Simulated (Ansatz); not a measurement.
Sn:
```cif
data_Sn
_chemical_formula_sum 'Sn1'
_space_group_name_H-M_alt 'P6/mmm'
_space_group_IT_number 191
_space_group_name_Hall '-P 6 2'
_cell_length_a 3.27335
_cell_length_b 3.27335
_cell_length_c 3.05571
_cell_angle_alpha 90.000
_cell_angle_beta 90.000
_cell_angle_gamma 120.000
loop_
_atom_site_label
_atom_site_type_symbol
_atom_site_symmetry_multiplicity
_atom_site_Wyckoff_symbol
_atom_site_fract_x
_atom_site_fract_y
_atom_site_fract_z
_atom_site_occupancy
Sn1 Sn 1 a 0.00000 0.00000 0.00000 1
```

Relaxed with PBE.

Task: Which orbitals make up the states near the Fermi level in plane-wave PAW PBE (Ansatz code)?

Result: Within 0.5 eV of the Fermi level: Sn 5p 82 %, Sn 5s 16 %. Projections are on Löwdin-orthogonalised atomic valence shells; empty p or d shells of many metals are not among them.

Task: Tabulate the density of states.

Result: States/eV per cell of 1 atom, in 0.25 eV bins, energy from the Fermi level.

```tsv
E (eV)	total	Sn 5p	Sn 5s
-7.85	0.39	0.12	0.26
-7.60	0.41	0.13	0.28
-7.35	0.43	0.13	0.30
-7.10	0.47	0.13	0.34
-6.85	0.51	0.13	0.38
-6.60	0.47	0.12	0.35
-6.35	0.44	0.11	0.32
-6.10	0.38	0.10	0.27
-5.85	0.31	0.09	0.22
-5.60	0.28	0.08	0.19
-5.35	0.24	0.07	0.17
-5.10	0.22	0.07	0.15
-4.85	0.19	0.06	0.13
-4.60	0.18	0.06	0.12
-4.35	0.22	0.11	0.11
-4.10	0.29	0.18	0.11
-3.85	0.33	0.22	0.10
-3.60	0.35	0.27	0.08
-3.35	0.37	0.30	0.06
-3.10	0.43	0.36	0.06
-2.85	0.45	0.40	0.05
-2.60	0.45	0.40	0.05
-2.35	0.48	0.42	0.05
-2.10	0.54	0.47	0.06
-1.85	0.63	0.56	0.06
-1.60	0.65	0.58	0.06
-1.35	0.65	0.58	0.06
-1.10	0.64	0.57	0.06
-0.85	0.56	0.49	0.07
-0.60	0.51	0.43	0.07
-0.35	0.51	0.43	0.08
-0.10	0.51	0.41	0.08
0.15	0.52	0.42	0.09
0.40	0.52	0.42	0.08
0.65	0.54	0.44	0.09
0.90	0.52	0.42	0.08
1.15	0.54	0.43	0.09
1.40	0.54	0.43	0.08
1.65	0.54	0.44	0.08
1.90	0.54	0.44	0.08
2.15	0.54	0.44	0.07
2.40	0.56	0.46	0.07
2.65	0.56	0.47	0.06
2.90	0.58	0.48	0.06
3.15	0.64	0.52	0.06
3.40	0.70	0.53	0.05
3.65	0.69	0.50	0.05
3.90	0.69	0.47	0.04
4.15	0.75	0.50	0.04
4.40	0.74	0.49	0.04
4.65	0.71	0.47	0.03
```

The start of the workflow was typed in or built on a structure type; neither database checked (COD, Materials Project) lists it. It is not the phase usual at ambient conditions (space group No. 141). The cell was relaxed with PBE under the symmetry of its start; its stability against distortions is not shown here. Scalar-relativistic: spin–orbit coupling is off unless named, which matters more the heavier the elements.

Potentials: the later of the program's two PAW sets.
